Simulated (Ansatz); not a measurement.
**Y: from a starting cell to a relaxed one**

The start is a generated trial cell of Y in the AFLOW prototype A_oC8_64_f (A11, as in Ga). A full variable-cell relaxation at zero pressure is run with r2SCAN (plane waves to 500 eV, PAW, scalar-relativistic; Ansatz, an electronic-structure program). First-step values are on the input's coarse k-mesh.

Ansatz input (later rounds restart from its end on a renewed k-mesh):
Ansatz 0.2 input:
```yaml
crystal:
  lattice:
    - [2.6927762, -4.5609901, 0]
    - [2.6927762, 4.5609901, 0]
    - [0, 0, 5.3867431]
  atoms:
    - { symbol: Y, position: [0.3451, 0.6549, 0.581] }
    - { symbol: Y, position: [0.6549, 0.3451, 0.419] }
    - { symbol: Y, position: [0.8451, 0.1549, 0.919] }
    - { symbol: Y, position: [0.1549, 0.8451, 0.081] }
basis: { ecutwfc: 500, ecutrho_ratio: 4, xc_grid: 4, fft_grid_basis: typed }
kpoints: { mp_grid: { grid: [7, 7, 6] } }
hamiltonian:
  xc: r2scan
  dispersion: none
  pseudopotentials: { kind: paw }
scf: { occupations: { method: fermi_dirac, width: 0.05 } }
relax: { f_tol: 0.01, max_steps: 100, cell: { stress_tol: 0.02 } }
output: { forces: true, stress: true }
```

```yaml
initial_pressure: "+4.9 GPa (positive: the cell is compressed)"
largest_initial_force: 0.49 eV/Å, on Y1, Y2, Y3, Y4 (atoms numbered as listed)
volume_change: +2.3 %, from 33.08 to 33.83 Å³/atom
band_gap_at_the_end: no gap (metallic)
optimiser_moves: 16
```

Final structure:

```cif
data_Y8
_chemical_formula_sum 'Y8'
_space_group_name_H-M_alt 'Fmmm'
_space_group_IT_number 69
_space_group_name_Hall '-F 2 2'
_cell_length_a 3.75867
_cell_length_b 5.77707
_cell_length_c 12.46559
_cell_angle_alpha 90.000
_cell_angle_beta 90.000
_cell_angle_gamma 90.000
loop_
_atom_site_label
_atom_site_type_symbol
_atom_site_symmetry_multiplicity
_atom_site_Wyckoff_symbol
_atom_site_fract_x
_atom_site_fract_y
_atom_site_fract_z
_atom_site_occupancy
Y1 Y 8 i 0.00000 0.00000 0.13862 1
```
(The calculation used a cell of 2 atoms; values per cell refer to that cell.)

Final values are on a 15×15×15 k-mesh of the relaxed cell. No spin polarisation in the result.

The run could not lower the symmetry of its start; a shaken copy of this end point relaxes with r2SCAN to Fm-3m (No. 225), 0.14 eV/atom lower.

The relaxed structure here is a generated cell of Y: the first start was made by placing the elements on the sites of a structure type, and the end was not matched to a known phase here, so it may be hypothetical. Known forms of Y include space group No. 194.
